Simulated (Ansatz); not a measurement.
Geometry optimisation in Ansatz: input, command and trajectory.

```yaml
crystal:
  lattice:
    - [4.14, 0.0, 0.0]
    - [-2.07, 3.5853451717, 0.0]
    - [0.0, 0.0, 6.88]
  atoms:
    - { symbol: Mg, position: [0.0, 0.0, 0.0] }
    - { symbol: I, position: [0.3333333333, 0.6666666667, 0.25] }
    - { symbol: I, position: [0.6666666667, 0.3333333333, 0.75] }
basis:
  ecutwfc: 420
kpoints:
  mp_grid: { grid: [6, 6, 4] }
hamiltonian:
  xc: pbe
  dispersion: d3bj
scf:
  occupations: { method: gaussian, width: 0.02 }
output:
  forces: true
  stress: true
  eigenvalues: true
relax:
  adjacent_minimum: "off"
  f_tol: 0.01
  max_steps: 40
```

```bash
ansatz run input.yaml --threads 1 --pin off --max-ram 2560MiB --backend cpu --events-out ev --progress --plain --runs-dir out
```

Method: Ansatz 0.2.0, DFT PBE+D3(BJ), scalar-relativistic, plane waves, PAW.

Of 4 frames 4 are shown, positions in Å and forces in eV/Å; the SCF threshold varies from step to step.

```xyz
3
Lattice="4.1400 0.0000 0.0000 -2.0700 3.5853 0.0000 0.0000 0.0000 6.8800" Properties=species:S:1:pos:R:3:forces:R:3 pbc="T T T" step=1 free_energy_over_end_meV_per_atom=3.73
Mg    0.0000    0.0000    0.0000    0.0000    0.0000    0.0000
I     0.0000    2.3902    1.7200    0.0000    0.0000   -0.2470
I     2.0700    1.1951    5.1600    0.0000    0.0000    0.2470
3
Lattice="4.1400 0.0000 0.0000 -2.0700 3.5853 0.0000 0.0000 0.0000 6.8800" Properties=species:S:1:pos:R:3:forces:R:3 pbc="T T T" step=2 free_energy_over_end_meV_per_atom=2.48
Mg    0.0000    0.0000    0.0000    0.0000    0.0000    0.0000
I     0.0000    2.3902    1.6389    0.0000    0.0000    0.2072
I     2.0700    1.1951    5.2411    0.0000    0.0000   -0.2072
3
Lattice="4.1400 0.0000 0.0000 -2.0700 3.5853 0.0000 0.0000 0.0000 6.8800" Properties=species:S:1:pos:R:3:forces:R:3 pbc="T T T" step=3 free_energy_over_end_meV_per_atom=0.01
Mg    0.0000    0.0000    0.0000    0.0000    0.0000    0.0000
I     0.0000    2.3902    1.6769    0.0000    0.0000   -0.0108
I     2.0700    1.1951    5.2031    0.0000    0.0000    0.0108
3
Lattice="4.1400 0.0000 0.0000 -2.0700 3.5853 0.0000 0.0000 0.0000 6.8800" Properties=species:S:1:pos:R:3:forces:R:3 pbc="T T T" step=4 free_energy_over_end_meV_per_atom=0.00
Mg    0.0000    0.0000    0.0000    0.0000    0.0000    0.0000
I     0.0000    2.3902    1.6749    0.0000    0.0000    0.0011
I     2.0700    1.1951    5.2051    0.0000    0.0000   -0.0011
```

It took 13 s on 1 thread of Arm Neoverse V1, on a shared host, peak memory 0.37 GiB.